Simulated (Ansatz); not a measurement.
A plane-wave DFT run in Ansatz 0.2.0 (scalar-relativistic PAW potentials unless the input names others): input and command.

```yaml
crystal:
  lattice:
    - [0.0, 5.9286145131, 5.9286145131]
    - [5.9286145131, 0.0, 5.9286145131]
    - [5.9286145131, 5.9286145131, 0.0]
  atoms:
    - { symbol: Cs, position: [0.75, 0.75, 0.75] }
    - { symbol: Cs, position: [0.25, 0.25, 0.25] }
    - { symbol: "Y", position: [0.0, 0.0, 0.0] }
    - { symbol: Au, position: [0.5, 0.5, 0.5] }
    - { symbol: I, position: [0.7269879797, 0.2308436521, 0.2730120203] }
    - { symbol: I, position: [0.2308436521, 0.2730120203, 0.7691563479] }
    - { symbol: I, position: [0.2730120203, 0.7691563479, 0.7269879797] }
    - { symbol: I, position: [0.2519278362, 0.7480721638, 0.2519278362] }
    - { symbol: I, position: [0.7480721638, 0.2519278362, 0.7480721638] }
    - { symbol: I, position: [0.7691563479, 0.7269879797, 0.2308436521] }
basis:
  ecutwfc: 420
  ecutrho_ratio: 12
kpoints:
  mp_grid: { grid: [4, 4, 4] }
hamiltonian:
  xc: pbesol
scf:
  occupations: { method: gaussian, width: 0.05 }
  lower_state_search: "off"
output:
  forces: true
  eigenvalues: true
  stress: true
accuracy: low
```

```bash
ansatz run input.yaml --threads 2 --pin off --max-ram 5120MiB --backend cpu --events-out ev --progress --plain --runs-dir out
```

Abridged log:
```
Basis set: ecut = 420 eV, 8099 PW (Γ), exchange–correlation on 200×200×200 points (8 copies of the dense FFT grid, shifted against one another)
Bands: 90, of which v1, the nominal top of the filled ones, is band 75 counted from 1 (74 counted from 0)
Symmetry: 8 space group operations
k-points: 14 of 64
SCF iter   1: F=—  HF=-72578.811135 eV  |F-HF|=—  |Δ(HF+E_count)|=         —  Δρ=2.03e-3  dr2=1.72e-2  ethr=1.77e-3  ⟨swp⟩=8.1  Hψ=5344  notcnv=0  defer=22
SCF iter   2: F=—  HF=-72578.809477 eV  |F-HF|=—  |Δ(HF+E_count)|=   1.66e-3  Δρ=1.10e-3  dr2=5.50e-3  ethr=1.15e-5  ⟨swp⟩=3.0  Hψ=3010  notcnv=0  defer=79
SCF iter   3: F=—  HF=-72578.809769 eV  |F-HF|=—  |Δ(HF+E_count)|=   2.91e-4  Δρ=1.99e-4  dr2=1.33e-4  ethr=3.67e-6  ⟨swp⟩=2.0  Hψ=1598  notcnv=0  defer=32
automatic band count: iteration 3 solves 86 bands in place of 90: the levels show a gap, and the empty bands left out lie too high to hold charge; the band table lists the bands solved (type scf.n_extra_bands for more)
SCF iter   4: F=—  HF=-72578.809937 eV  |F-HF|=—  |Δ(HF+E_count)|=   1.68e-4  Δρ=6.99e-5  dr2=2.13e-5  ethr=8.88e-8  ⟨swp⟩=2.0  Hψ=1510  notcnv=0  defer=32
SCF iter   5: F=—  HF=-72578.810221 eV  |F-HF|=—  |Δ(HF+E_count)|=   2.84e-4  Δρ=2.57e-5  dr2=5.72e-6  ethr=1.42e-8  ⟨swp⟩=2.0  Hψ=1623  notcnv=0  defer=32
SCF iter   6: F=—  HF=-72578.810221 eV  |F-HF|=—  |Δ(HF+E_count)|=   5.35e-7  Δρ=6.94e-6  dr2=3.00e-7  ethr=3.81e-9  ⟨swp⟩=2.0  Hψ=1936  notcnv=0  defer=32
SCF iter   7: F=-72578.810221 eV  HF=-72578.810221 eV  |F-HF|=3.31e-8  |Δ(HF+E_count)|=   3.37e-7  Δρ=3.02e-6  dr2=5.62e-8  ethr=6.67e-11  ⟨swp⟩=13.5  Hψ=5589  notcnv=0
SCF 1 converged in 7 iterations: F = -72578.810221 eV  dr2 = 5.62e-8
SCF converged after 7 iterations
Free energy (F): -72578.810221 eV
Harris-Foulkes:  -72578.810221 eV  (|F-HF|=3.31e-8)
Internal energy: -72578.810221 eV  (E = F + TS)
E sigma→0 (E₀):  -72578.810221 eV
Fermi energy:    6.181272 eV
--- Forces (eV/Å), atoms counted from 1 ---
  atom   1  Cs     0.00000000     0.00000000     0.00000000
  atom   2  Cs     0.00000000     0.00000000     0.00000000
  atom   3  Y      0.00000000     0.00000000     0.00000000
  atom   4  Au     0.00000000     0.00000000     0.00000000
  atom   5  I     -0.02039139     0.00000000    -0.03215399
  atom   6  I      0.03215399     0.00000000    -0.02039139
  atom   7  I      0.02039139     0.00000000     0.03215399
  atom   8  I      0.00000000    -0.00100816     0.00000000
  atom   9  I      0.00000000     0.00100816     0.00000000
  atom  10  I     -0.03215399     0.00000000     0.02039139
--- Stress (GPa, compression-positive) ---
       -0.154642       0.000000       0.000000
        0.000000       0.046798       0.000000
        0.000000       0.000000      -0.154642
  P = ⅓ Tr σ = -0.0875 GPa (-0.875 kbar)
```

Apart from outputs and empty bands, the input differs from a reference run on usual settings in basis.ecutrho_ratio: not typed → 12; scf.lower_state_search: not typed → "off"; accuracy: not typed → "low". The reference, at the same geometry (not necessarily relaxed), gave pressure -0.09 GPa, largest force 0.038 eV/Å, gap on the mesh 1.17 eV. This run converged in 7 SCF iterations (reference: 7) with an energy at zero smearing 0.02 meV/atom above the reference's, pressure -0.09 GPa, largest force 0.038 eV/Å, gap on the mesh 1.17 eV. Its accuracy level is looser than usual, yet energy, pressure and forces hardly moved.

The run took 18 s on 2 threads of Arm Neoverse V1, on a shared host, peak memory 1.8 GiB.